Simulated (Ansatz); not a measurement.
ZrRu:
```
ZrRu
1.0
    3.23245     0.00000     0.00000
    0.00000     3.23245     0.00000
    0.00000     0.00000     3.23245
Ru Zr
1 1
Direct
  0.00000   0.00000   0.00000
  0.50000   0.50000   0.50000
```

Relaxed with PBEsol. Special points in fractions of this cell's reciprocal vectors: Γ (0.000, 0.000, 0.000); X (0.000, 0.500, 0.000); M (0.500, 0.500, 0.000); R (0.500, 0.500, 0.500).

### Question
List the band energies nearest the Fermi level at these points for plane-wave PAW PBEsol with spin–orbit coupling (Ansatz code).

### Answer
In eV from the Fermi level; about four levels below and three above (degenerate sets whole), none deeper than 8.9 eV; points with the same levels are listed once.

```
k                                below                above
-  -----------------------------------  -------------------
Γ  -1.63 -1.63 -1.63 -1.63 -1.44 -1.44  1.90 1.90 1.90 1.90
X              -1.08 -1.08 -0.81 -0.81  1.11 1.11 1.24 1.24
M              -3.14 -3.14 -3.07 -3.07  0.12 0.12 0.73 0.73
R              -1.83 -1.83 -1.83 -1.83  0.21 0.21 0.21 0.21
```

Space group Pm-3m (CsCl type). The workflow started from an entry of the Crystallography Open Database (COD). Its standing as an ambient phase is unchecked. Symmetry was held in the PBEsol relaxation; its stability against distortions is not shown here. No spin polarisation was allowed.

Potentials: the later of the program's two PAW sets.
